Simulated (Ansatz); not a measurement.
Relaxed candidate structures of ZrO2:

A. I4₁/amd, origin choice 1 (No. 141), tI12, anatase type; a = b = 3.999 Å, c = 10.650 Å, α = β = γ = 90.00°; O 8e (0.000, 0.000, 0.201); Zr 4a (0.000, 0.000, 0.000)

B. P-3 (No. 147), hP9; a = b = 5.5633 Å, c = 3.4373 Å, α = β = 90.00°, γ = 120.00°; Zr 1a (0.000, 0.000, 0.000); Zr 2d (0.333, 0.667, 0.264); O 6g (0.378, 0.076, 0.248)

C. P2₁/c (No. 14), mP12, AFLOW prototype A2B_mP12_14_2e_e (C43, as in ZrO2); a = 5.1280 Å, b = 5.2112 Å, c = 5.2956 Å, α = γ = 90.00°, β = 99.61°; Zr 4e (0.277, 0.043, 0.209); O 4e (0.070, 0.337, 0.341); O 4e (0.551, 0.258, 0.020)

### Question
Rank these by energy per atom (lowest first), as PBEsol (plane waves to 420 eV, PAW, scalar-relativistic; Ansatz, a quantum-chemistry and plane-wave program) gives it.

### Answer
C (reference, the lowest of the structures calculated here), A (+0.052 eV/atom), B (+0.169 eV/atom)

### Question
Give each candidate's band gap.

### Answer
No candidate is metallic. A: 3.90 eV (no spin-orbit coupling); B: 1.94 eV (no spin-orbit coupling); C: 3.59 eV (no spin-orbit coupling).

 2 generated cells of layers, chains or molecules, poorly bound without dispersion, are left out. Each run could gain symmetry but not lose that of its start, so entries can be saddle points. From databases, or of a type measured for this composition: P2₁/c, mP12, AFLOW prototype A2B_mP12_14_2e_e (C43, as in ZrO2); the others are generated cells (placed on structure types, drawn at random, substituted or restacked) that were not matched to a known phase here. Static energies at zero pressure. Each cell has its own k-point mesh; energy differences are given only to the digits this allows. No spin polarisation in the result. Gaps of cells over 8 atoms come from the SCF mesh and high-symmetry points alone.
